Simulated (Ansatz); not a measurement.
Ansatz (an electronic-structure program) input:

Ansatz 0.2 input:
```yaml
crystal:
  lattice:
    - [10.6054402311, 0.0, 0.0]
    - [0.0, 3.7554883675, 0.0]
    - [0.0, 0.0, 3.7539398702]
  atoms:
    - { symbol: La, position: [0.124583094, 0.25, 0.2585086342] }
    - { symbol: La, position: [0.375416906, 0.75, 0.7585086342] }
    - { symbol: La, position: [0.875416906, 0.75, 0.7414913658] }
    - { symbol: La, position: [0.624583094, 0.25, 0.2414913658] }
    - { symbol: N, position: [0.876839118, 0.25, 0.2696549269] }
    - { symbol: N, position: [0.623160882, 0.75, 0.7696549269] }
    - { symbol: N, position: [0.123160882, 0.75, 0.7303450731] }
    - { symbol: N, position: [0.376839118, 0.25, 0.2303450731] }
kpoints:
  mp_grid: { grid: [3, 6, 6] }
hamiltonian:
  xc: r2scan
  pseudopotentials: { kind: paw }
scf:
  occupations: { method: fixed }
output:
  optics: { e_range: [0.0, 15.0], de: 0.05, sigma: 0.1, bands: { spectra_wanted_up_to: 12 eV } }
```

Output (shortened):

```
output.optics: the spectra are integrated over the Brillouin zone by k·p interpolation around the k-points, where levels, occupations, output.optics.sigma and …
Pseudopotential: La, paw, valence charge 11
Pseudopotential: N, paw, valence charge 5
Functional definition: r2SCAN
Crystal: 8 atoms, lattice volume = 149.514 Å³
Basis set: ecut = 500 eV, 3791 PW (Γ), exchange–correlation on 320×120×120 points (64 copies of the dense FFT grid, shifted against one another)
Bands: 40, of which v1, the nominal top of the filled ones, is band 32 counted from 1 (31 counted from 0)
Symmetry: 8 space group operations
Space group: Pnma (ITA 62), of the structure as read, at distance tolerance 5.3e-5 Å
k-points: 32 of 108
SCF iter   1: F=—  HF=-26609.915414 eV  |F-HF|=—  |Δ(HF+E_count)|=         —  Δρ=1.39e-2  dr2=4.87e-1  dr2_τ=2.97e-1  ethr=1.77e-3  ⟨swp⟩=3.4  Hψ=5203  notcnv=0  defer=166
preconditioner: auto → Resta (q_TF=auto, 2.369 Å⁻¹)
SCF iter   2: F=—  HF=-26610.113432 eV  |F-HF|=—  |Δ(HF+E_count)|=   1.98e-1  Δρ=6.98e-3  dr2=3.56e-2  dr2_τ=2.01e-2  ethr=7.61e-4  ⟨swp⟩=2.8  Hψ=2264  notcnv=0  defer=171
SCF iter   3: F=—  HF=-26610.111383 eV  |F-HF|=—  |Δ(HF+E_count)|=   2.05e-3  Δρ=2.84e-3  dr2=1.03e-2  dr2_τ=7.42e-4  ethr=5.57e-5  ⟨swp⟩=2.8  Hψ=2199  notcnv=0  defer=190
SCF iter   4: F=—  HF=-26610.110279 eV  |F-HF|=—  |Δ(HF+E_count)|=   1.10e-3  Δρ=1.22e-3  dr2=1.36e-3  dr2_τ=7.96e-5  ethr=1.61e-5  ⟨swp⟩=3.2  Hψ=1695  notcnv=0  defer=192
SCF iter   5: F=—  HF=-26610.110171 eV  |F-HF|=—  |Δ(HF+E_count)|=   1.08e-4  Δρ=2.49e-4  dr2=6.58e-5  dr2_τ=2.39e-6  ethr=2.13e-6  ⟨swp⟩=3.0  Hψ=2222  notcnv=0  defer=192
SCF iter   6: F=—  HF=-26610.110172 eV  |F-HF|=—  |Δ(HF+E_count)|=   9.68e-7  Δρ=3.18e-5  dr2=9.54e-7  dr2_τ=5.29e-8  ethr=1.03e-7  ⟨swp⟩=2.7  Hψ=2270  notcnv=0  defer=179
SCF iter   7: F=—  HF=-26610.110172 eV  |F-HF|=—  |Δ(HF+E_count)|=   1.18e-7  Δρ=2.36e-6  dr2=7.63e-9  dr2_τ=6.37e-10  ethr=1.49e-9  ⟨swp⟩=2.9  Hψ=2273  notcnv=0  defer=149
SCF iter   8: F=—  HF=-26610.110172 eV  |F-HF|=—  |Δ(HF+E_count)|=   6.14e-9  Δρ=4.97e-7  dr2=4.84e-10  dr2_τ=3.61e-11  ethr=1.19e-11  ⟨swp⟩=2.5  Hψ=2174  notcnv=0  defer=149
SCF iter  10: F=-26610.110172 eV  HF=-26610.110172 eV  |F-HF|=0.00e0  |Δ(HF+E_count)|=  7.28e-12  Δρ=2.12e-8  dr2=9.29e-13  dr2_τ=1.68e-14  ethr=1.00e-12  ⟨swp⟩=14.8  Hψ=4748  notcnv=0
SCF 1 converged in 10 iterations: F = -26610.110172 eV  dr2 = 9.29e-13
NSCF: frozen V_eff on 32 k-points
Optics k sum: 0 of 32 k-points
Optics k sum: 2 of 32 k-points
Optics k sum: 4 of 32 k-points
Optics k sum: 5 of 32 k-points
Optics k sum: 7 of 32 k-points
Optics k sum: 8 of 32 k-points
Optics k sum: 10 of 32 k-points
Optics k sum: 12 of 32 k-points
Optics k sum: 13 of 32 k-points
Optics k sum: 15 of 32 k-points
Optics k sum: 16 of 32 k-points
Optics k sum: 18 of 32 k-points
Optics k sum: 20 of 32 k-points
Optics k sum: 21 of 32 k-points
Optics k sum: 23 of 32 k-points
Optics k sum: 24 of 32 k-points
Optics k sum: 26 of 32 k-points
Optics k sum: 28 of 32 k-points
Optics k sum: 29 of 32 k-points
Optics k sum: 31 of 32 k-points
Optics k sum: 32 of 32 k-points
Optics k sum: 0 of 32 k-points
Optics k sum: 2 of 32 k-points
Optics k sum: 4 of 32 k-points
Optics k sum: 5 of 32 k-points
Optics k sum: 7 of 32 k-points
Optics k sum: 8 of 32 k-points
Optics k sum: 10 of 32 k-points
Optics k sum: 12 of 32 k-points
Optics k sum: 13 of 32 k-points
Optics k sum: 15 of 32 k-points
Optics k sum: 16 of 32 k-points
Optics k sum: 18 of 32 k-points
Optics k sum: 20 of 32 k-points
Optics k sum: 21 of 32 k-points
Optics k sum: 23 of 32 k-points
Optics k sum: 24 of 32 k-points
Optics k sum: 26 of 32 k-points
Optics k sum: 28 of 32 k-points
Optics k sum: 29 of 32 k-points
Optics k sum: 31 of 32 k-points
Optics k sum: 32 of 32 k-points
NSCF: frozen V_eff on 32 k-points
Optics k sum: 0 of 32 k-points
Optics k sum: 2 of 32 k-points
Optics k sum: 4 of 32 k-points
Optics k sum: 5 of 32 k-points
Optics k sum: 7 of 32 k-points
Optics k sum: 8 of 32 k-points
Optics k sum: 10 of 32 k-points
Optics k sum: 12 of 32 k-points
Optics k sum: 13 of 32 k-points
Optics k sum: 15 of 32 k-points
Optics k sum: 16 of 32 k-points
Optics k sum: 18 of 32 k-points
Optics k sum: 20 of 32 k-points
Optics k sum: 21 of 32 k-points
Optics k sum: 23 of 32 k-points
Optics k sum: 24 of 32 k-points
Optics k sum: 26 of 32 k-points
Optics k sum: 28 of 32 k-points
Optics k sum: 29 of 32 k-points
Optics k sum: 31 of 32 k-points
Optics k sum: 32 of 32 k-points
Optics k sum: 0 of 32 k-points
Optics k sum: 2 of 32 k-points
Optics k sum: 4 of 32 k-points
Optics k sum: 5 of 32 k-points
Optics k sum: 7 of 32 k-points
Optics k sum: 8 of 32 k-points
Optics k sum: 10 of 32 k-points
Optics k sum: 12 of 32 k-points
Optics k sum: 13 of 32 k-points
Optics k sum: 15 of 32 k-points
Optics k sum: 16 of 32 k-points
Optics k sum: 18 of 32 k-points
Optics k sum: 20 of 32 k-points
Optics k sum: 21 of 32 k-points
Optics k sum: 23 of 32 k-points
Optics k sum: 24 of 32 k-points
Optics k sum: 26 of 32 k-points
Optics k sum: 28 of 32 k-points
Optics k sum: 29 of 32 k-points
Optics k sum: 31 of 32 k-points
Optics k sum: 32 of 32 k-points
NSCF: frozen V_eff on 1 k-points
NSCF: frozen V_eff on 1 k-points
NSCF: frozen V_eff on 1 k-points
NSCF: frozen V_eff on 1 k-points
output.optics: what the bands over the 123 summed would add to eps1, eps2 and the energy-loss function is held between a lower and an upper bound (8 Lanczos …
SCF converged after 10 iterations
Free energy (F): -26610.110172 eV
Harris-Foulkes:  -26610.110172 eV  (|F-HF|=0.00e0)
Internal energy: -26610.110172 eV  (E = F + TS)
E sigma→0 (E₀):  -26610.110172 eV
Fermi energy:    11.581993 eV
--- Per-component energies (eV) ---
  E_band       = -19.002482
  E_kinetic    = 1285.382587
  E_local      = -1674.573475  (includes V_loc(G=0)·N_el)
  E_nonlocal   = 558.248348
  E_hartree    = 536.097483
  E_xc         = -770.620214
  E_vxc        = -984.204735  (∫ρ·V_xc dr)
  E_paw        = -22264.973958  (= ΣΔE_a)
  E_vpaw       = -328.357022  (= ΣTr[D̂ρ^β])
  E_aug_tail   = 0.000069  (compensation charges beyond the density's cutoff)
  E_vtau       = 52.306801  (kinetic-family band-sum trace: ∫τ·v_τ [+ j·A + Jᵃ·Aᵃ] dr)
  E_ewald      = -4279.826803
  E_core_change = 0.155791  (= ΣΔE_core)
  E_smearing   =  0.000000  (= −TS)
  E_closure    = 0.000000  (closes the sum)
  Σ components = -26610.110172   (vs F -26610.110172, Δ=0.00e0)
  [band-id]    e_kinetic+e_local+e_nonlocal+2·e_hartree+e_vxc+e_vpaw+e_augmentation_tail+e_vtau = -19.002462   (vs E_band -19.002482, Δ=1.99e-5)
--- Band table (eV; the first three rows and the last of 32) ---
  k-point 0: bands = ["-20.7090", "-20.5577", "-20.5504", "-20.3971", "-4.7464", "-4.5301", "-4.4897", "-3.8878", "-3.8860", "-3.6384", "-3.6381", "-3.6182", "-3.6056", "-3.3264", "-3.3217", "-3.3163", "-1.2903", "-1.0861", "-0.2972", "-0.2504", "9.5533", …
  k-point 1: bands = ["-20.6693", "-20.5366", "-20.5300", "-20.3973", "-4.8514", "-4.8320", "-4.6413", "-4.3269", "-3.9080", "-3.8163", "-3.5780", "-3.5738", "-3.5665", "-3.5522", "-3.3938", "-3.3198", "-0.8357", "-0.5672", "0.0100", "0.0519", "9.3914", …
  k-point 2: bands = ["-20.5734", "-20.4938", "-20.4888", "-20.4133", "-5.3892", "-5.3837", "-4.9218", "-4.7024", "-4.3573", "-3.6442", "-3.6411", "-3.4954", "-3.4864", "-3.4765", "-3.4765", "-3.3451", "-0.1034", "0.1157", "0.5522", "0.5780", "8.8584", …
  k-point 31: bands = ["-20.3976", "-20.3976", "-20.3962", "-20.3962", "-4.7294", "-4.7294", "-4.5723", "-4.5723", "-4.2801", "-4.2801", "-4.1633", "-4.1633", "-3.9912", "-3.9912", "-3.9295", "-3.9295", "-1.0223", "-1.0223", "-0.5432", "-0.5432", "10.0326", …
```

Cost: roughly 14 core-minutes on shared cores.

The start of the workflow was typed in or built on a structure type; neither database checked (COD, Materials Project) lists it. COD files the formula under space group No. 225, so this cell is another polymorph or a model. Whether it is the stable phase at ambient conditions was not checked. Symmetry was held in the r²SCAN relaxation; its stability against distortions is not shown here. Scalar-relativistic: spin–orbit coupling is off unless named, which matters more the heavier the elements.

Potentials: the later of the program's two PAW sets.

Ansatz is a plane-wave DFT program.
